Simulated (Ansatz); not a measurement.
## Calculated with Ansatz: YbTaZnSe₃, relaxation

input.yaml:

```yaml
crystal:
  lattice:
    - [3.790928, 0.0, 0.0]
    - [1.895464, -7.324444, 0.0]
    - [0.0, 0.0, -10.028101]
  atoms:
    - { symbol: Yb, position: [0.0, 0.0, 0.0] }
    - { symbol: Yb, position: [0.0, 0.0, 0.5] }
    - { symbol: Ta, position: [0.74146, 0.51708, 0.75] }
    - { symbol: Ta, position: [0.25854, 0.48292, 0.25] }
    - { symbol: Se, position: [0.38274, 0.23452, 0.94461] }
    - { symbol: Se, position: [0.61726, 0.76548, 0.44461] }
    - { symbol: Se, position: [0.61726, 0.76548, 0.05539] }
    - { symbol: Se, position: [0.38274, 0.23452, 0.55539] }
    - { symbol: Se, position: [0.05479, 0.89042, 0.75] }
    - { symbol: Se, position: [0.94521, 0.10958, 0.25] }
    - { symbol: Zn, position: [0.46031, 0.07938, 0.75] }
    - { symbol: Zn, position: [0.53969, 0.92062, 0.25] }
kpoints:
  mp_grid: { grid: [5, 5, 2], shift: [0, 0, 0] }
magnetization:
  spin_polarized: false
scf:
  occupations: { method: fermi_dirac }
  lower_state_search: "off"
hamiltonian:
  pseudopotentials: { kind: paw }
  xc: r2scan
basis:
  ecutwfc: 500
  fft_grid_basis: typed
relax:
  max_steps: 80
  cell: { p_target: 0.0 }
output:
  forces: true
  stress: true
  eigenvalues: true
  populations: true
  elf: true
  write_potential: true
  volumetric_format: npy
  dos:
    e_range: [-12, 8]
    de: 0.05
    projected: { site_lists: { Se: [Se], Ta: [Ta], Yb: [Yb], Zn: [Zn] } }
  write_density: true
  bader: false
checkpoint:
  read: saved_state
```

Run with:

```bash
ansatz run input.yaml --threads 2 --pin off --max-ram 3584MiB --backend cpu --events-out ev --progress --plain --runs-dir out
```

Origin of the cell: a known structure type with other elements, at an estimated volume, so it need not be a known compound.

The smearing width isn't typed, so it takes its default of 0.1 eV.

The saved state is a converged single point of the same cell.

Steps («new basis» is an SCF on plane waves selected anew at the same cell):

| step | ΔF (meV/atom) | max force component (eV/Å) | P (GPa) | volume (Å³) | SCF iterations | step was |
| --- | --- | --- | --- | --- | --- | --- |
| 1 | 0.0 | 4.144 | 8.15 | 278.44 | 13 | accepted |
| 2 | -299.5 | 2.380 | -0.45 | 283.94 | 15 | accepted |
| 3 | -553.6 | 1.844 | -3.32 | 269.94 | 17 | accepted |
| 4 | -770.4 | 1.540 | -2.48 | 253.94 | 16 | accepted |
| 5 | -852.0 | 1.125 | 2.48 | 241.94 | 13 | accepted |
| 6 | -883.1 | 0.725 | 1.08 | 243.08 | 13 | accepted |
| 7 | -897.5 | 0.296 | 1.88 | 241.80 | 13 | accepted |
| 8 | -907.7 | 0.102 | 0.76 | 246.39 | 14 | accepted |
| 9 | -910.9 | 0.057 | 0.67 | 248.84 | 15 | accepted |
| 10 | -913.6 | 0.061 | 0.04 | 254.27 | 13 | accepted |
| 11 | -914.0 | 0.121 | 0.32 | 257.01 | 10 | accepted |
| 12 | -914.2 | 0.070 | -0.28 | 257.67 | 10 | accepted |
| 13 | -914.3 | 0.011 | 0.03 | 256.87 | 10 | accepted |
| 14 | -914.3 | 0.001 | -0.01 | 256.92 | 10 | accepted |
| 15 | -914.1 | 0.001 | -0.01 | 256.92 | 11 | new basis |

Before:

Space group Cmcm (No. 63); the run's cell has a = 3.791 Å, b = 7.566 Å, c = 10.028 Å, α = 90.00°, β = 90.00°, γ = 75.49°. Shortest distances: Se–Zn 2.26 Å, Se–Yb 2.62 Å, Yb–Zn 3.20 Å, Se–Ta 3.33 Å.

After:

Space group Cmcm (No. 63); the run's cell has a = 3.468 Å, b = 7.648 Å, c = 9.946 Å, α = 90.00°, β = 90.00°, γ = 76.90°. Shortest distances: Se–Zn 2.59 Å, Se–Ta 2.61 Å, Se–Yb 2.94 Å, Yb–Zn 3.06 Å, Ta–Zn 3.22 Å, Se–Se 3.32 Å.

```xyz
12
Lattice="3.4678 0.0000 0.0000 1.7339 -7.4493 0.0000 0.0000 0.0000 -9.9457" Properties=species:S:1:pos:R:3 pbc="T T T"
Yb    0.0000    0.0000    0.0000
Yb    0.0000    0.0000   -4.9729
Ta    3.4678   -3.1162   -7.4593
Ta    1.7339   -4.3331   -2.4864
Se    1.7339   -2.2739   -9.2556
Se    3.4678   -5.1754   -4.2827
Se    3.4678   -5.1754   -0.6901
Se    1.7339   -2.2739   -5.6630
Se    1.7339   -5.0655   -7.4593
Se    3.4678   -2.3838   -2.4864
Zn    1.7339   -0.4072   -7.4593
Zn    3.4678   -7.0421   -2.4864
```

| Item | Value |
| --- | --- |
| Free energy lowered by | 914.1 meV/atom |
| Volume change | -7.73 % |
| Final pressure | -0.01 GPa |
| Relaxation steps listed | 15 |

Caveats: f shells without a U or exact exchange are poorly placed; no spin polarisation, so a magnetic state may lie lower; no spin-orbit coupling, though heavy elements are present; the k mesh is coarse if the cell is a metal; the relaxation held the start's symmetry, so the end may be a saddle point.

Time: 17 min on 2 threads of Arm Neoverse V2, on a shared host, peak memory 1.8 GiB, from a saved density.
